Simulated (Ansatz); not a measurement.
A: PbS (rock salt), a = b = c = 6.009 Å, α = β = γ = 90.00°
B: CsBr (CsCl type), a = 4.3890 Å, b = 4.3890 Å, c = 4.3890 Å, α = 90.00°, β = 90.00°, γ = 90.00°
C: SiC (zinc blende), a = 4.3798 Å, b = 4.3798 Å, c = 4.3798 Å, α = 90.00°, β = 90.00°, γ = 90.00°
D: LiCl (rock salt), a = 5.150 Å, b = 5.150 Å, c = 5.150 Å, α = 90.00°, β = 90.00°, γ = 90.00°

Scan: energy against volume (even scaling of the relaxed cell, symmetry kept). One method and one kind of scan serve all of them; meshes and ranges differ. All were relaxed with their symmetry unable to fall. Spin-orbit coupling is left out.

Task: Put the candidates in order of bulk modulus (fitted), lowest first, for PBE (plane waves to 420 eV, PAW, scalar-relativistic; Ansatz, a first-principles code).

Result: B (12.2 GPa), D (31.8 GPa), A (52.8 GPa), C (212 GPa)

(Under strain, the slope of the energy per volume gives the stress and its curvature an elastic modulus.)
